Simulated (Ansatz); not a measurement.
NbSi2 (CrSi2 type, space group P6_222)

```yaml
crystal:
  lattice:
    - [4.76747, 0.00000, 0.00000]
    - [-2.38374, 4.12875, 0.00000]
    - [0.00000, 0.00000, 6.57579]
  atoms:
    - { symbol: Nb, position: [0.50000, 0.00000, 0.00000] }
    - { symbol: Nb, position: [0.50000, 0.50000, 0.33333] }
    - { symbol: Nb, position: [0.00000, 0.50000, 0.66667] }
    - { symbol: Si, position: [0.15965, 0.31929, 0.00000] }
    - { symbol: Si, position: [0.84035, 0.15965, 0.33333] }
    - { symbol: Si, position: [0.68071, 0.84035, 0.66667] }
    - { symbol: Si, position: [0.84035, 0.68071, 0.00000] }
    - { symbol: Si, position: [0.15965, 0.84035, 0.33333] }
    - { symbol: Si, position: [0.31929, 0.15965, 0.66667] }
```

The slice is a (1 -1 0 0) plane (indices of the conventional cell) through the point (0.840, 0.681, 0.000) (fractional), spanned by u = [110] and v = [001] in vectors of this cell: u (4.77 Å) and v (6.58 Å, at 90° to u). It covers one period; positions are fractions (u, v).

The numbers are results of PBEsol (plane waves to 420 eV, PAW, scalar-relativistic; Ansatz, a quantum-chemistry and plane-wave program), not measurements. k mesh 11×11×7. Inside the PAW spheres the values are not all-electron values, and peaks at nuclei hang on which shells count as valence. NbSi2 is run without spin polarisation. NbSi2 was relaxed with its symmetry unable to fall.

**Question.** Sketch the valence electron density on this plane as a map.

**Answer.** 
```
|.:=++========--==+=:|
|==++=========---=++=|
|+++==--======---==++|
|++==---======----==+|
|+==----==+++=----===|
|===---==++++==----==|
|=======++==++==---==|
|======++=--====---==|
|======++-. -=+======|
|======++-..-++======|
|======++=--=++======|
|===-===+++++++======|
|-----==+++++++===---|
|----====+++++=====--|
|-===========+++++==-|
|======++====+*##*+==|
|==+++++++==+*#%%%#+=|
|=++++++++==+*%@@@#*+|
|=++++++++==+#%@@@%*+|
|=++++++++==+*%@@%#+=|
|==++++======+*###*+=|
|=============++*++==|
|++======----======++|
|+++===-------====+++|
|++++==---========+++|
|==++============+++=|
|.:=++===========++=-|
| .=++===========++=.|
```
Scale: ten equal steps from -1.36 (start of ' ') to 0.44 (end of '@'), in the order ' .:-=+*#%@'. Values: log₁₀ of the valence density in e/Å³. The map has 20 points along u (one character each, u = 0 at the left) and 28 along v (v = 0 in the bottom row). The scale is logarithmic, as a density can span decades between atoms and voids.
